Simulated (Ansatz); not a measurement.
One starting cell of Ga$_{2}$O$_{3}$ (a generated cell, Ga2O3 placed in the corundum structure type) was relaxed twice with Ansatz (plane waves, PAW, scalar-relativistic): with r2SCAN at 500 eV and with PBE at 420 eV. The r2SCAN result:

```
CELL_PARAMETERS angstrom
      2.49227     1.43891     4.48034
     -2.49227     1.43891     4.48034
      0.00000    -2.87783     4.48034
ATOMIC_POSITIONS crystal
  Ga 0.35541 0.35541 0.35541
  Ga 0.14459 0.14459 0.14459
  Ga 0.64459 0.64459 0.64459
  Ga 0.85541 0.85541 0.85541
  O  0.55361 0.94639 0.25000
  O  0.25000 0.55361 0.94639
  O  0.94639 0.25000 0.55361
  O  0.44639 0.05361 0.75000
  O  0.75000 0.44639 0.05361
  O  0.05361 0.75000 0.44639
```

```csv
quantity,r2SCAN,PBE
space group,R-3c,R-3c
volume (Å³/atom),9.64,…
a (Å),4.985,…
c (Å),13.441,…
"gap (eV, no spin-orbit coupling)",3.58,…
```

Fill in the PBE column.


- volume (Å³/atom), PBE: 10.06
- a (Å), PBE: 5.058
- c (Å), PBE: 13.624
- gap (eV, no spin-orbit coupling), PBE: 2.42

Both levels end in the same structure; PBE's volume is 4.4 % larger; its gap is 1.16 eV smaller. Neither column is exact.

No spin polarisation in the result.

The run could not lose the symmetry of its start.

Ansatz is a program for electronic structure.
